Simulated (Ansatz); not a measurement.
The relaxed structure here is a generated cell of ZrO2: the first start was made by placing the elements on the sites of a structure type, and the end was not matched to a known phase here, so it may be hypothetical. Known forms of ZrO2 include space group No. 14, 137, 225.

A relaxed cell of ZrO$_{2}$ (P-62m (No. 189)), relaxed on a k-mesh at least as fine as the one used below. Calculation: r2SCAN (plane waves to 500 eV, PAW, scalar-relativistic; Ansatz, a first-principles code). Γ-centred k-mesh 5×5×7 on the run's cell (coarser than for final values), Fermi–Dirac smearing 0.05 eV.

```xyz
9
Lattice="5.6126 0.0000 0.0000 -2.8063 4.8606 0.0000 0.0000 0.0000 3.2952" Properties=species:S:1:pos:R:3 pbc="T T T"
O      1.4645     0.0000     0.0000
O     -0.7322     1.2683     0.0000
O      2.0741     3.5924     0.0000
O      3.3442     0.0000     1.6476
O      3.9404     2.8962     1.6476
O      1.1342     1.9644     1.6476
Zr     0.0000     0.0000     1.6476
Zr     0.0000     3.2404     0.0000
Zr     2.8063     1.6202     0.0000
```

The atoms are displaced by (Å):

| atom | ux | uy | uz |
|---|---|---|---|
| O1 | 0.139 | 0.022 | -0.082 |
| O2 | -0.180 | 0.039 | 0.027 |
| O3 | 0.034 | -0.011 | 0.172 |
| O4 | 0.114 | 0.134 | -0.066 |
| O5 | -0.038 | 0.019 | -0.014 |
| O6 | -0.093 | 0.029 | -0.037 |
| Zr7 | 0.087 | -0.023 | -0.046 |
| Zr8 | 0.113 | 0.172 | -0.107 |
| Zr9 | -0.034 | -0.068 | 0.009 |

What forces (eV/Å) and pressure result?


```tsv
atom	Fx	Fy	Fz
O1	-3.30	-0.61	0.46
O2	4.43	-0.43	-0.79
O3	0.21	0.61	-2.54
O4	-1.49	-2.08	0.88
O5	0.36	1.33	0.42
O6	0.43	-0.23	0.45
Zr7	-1.57	1.36	0.85
Zr8	-1.25	-4.84	0.28
Zr9	2.18	4.89	-0.02
```

Pressure +9.9 GPa.

Estimate the energy cost of the displacement in the harmonic approximation and compare with the calculation.

For a harmonic well ΔE = −½ Σ F·u = 1.981 eV a cell, or 220 meV/atom. The calculated energy relative to the undisplaced cell is +221 meV/atom, so the harmonic estimate holds well.

No spin polarisation in the result.

The run that gave the undisplaced cell could not lose the symmetry of its start; a randomly shaken copy of 9 atoms returns to this structure.
